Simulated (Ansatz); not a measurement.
Input and command of a plane-wave DFT calculation in Ansatz:

```yaml
crystal:
  lattice:
    - [-1.70532362, 1.70532362, 1.70532362]
    - [1.70532362, -1.70532362, 1.70532362]
    - [1.70532362, 1.70532362, -1.70532362]
  atoms:
    - { symbol: Ag, position: [0.0, 0.0, 0.0] }
basis:
  ecutwfc: 500
kpoints:
  mp_grid: { grid: [20, 20, 20] }
hamiltonian:
  xc: r2scan
scf:
  occupations: { method: gaussian, width: 0.15 }
output:
  forces: true
  stress: true
  eigenvalues: true
```

```bash
ansatz run input.yaml --threads 1 --pin off --max-ram 2560MiB --backend cpu --events-out ev --progress --plain --runs-dir out
```

Processor: Intel(R) Xeon(R) 6975P-C (Granite Rapids), 1 thread, on a host shared with other jobs.

Problem. Estimate time, memory and problem size.

Solution. About 3.4 s on 1 thread of Intel(R) Xeon(R) 6975P-C (Granite Rapids), on a shared host, peak memory 0.43 GiB. It solves 14 bands at 256 k points (the mesh reduced by symmetry) with about 531 plane waves, in 6 SCF iterations.
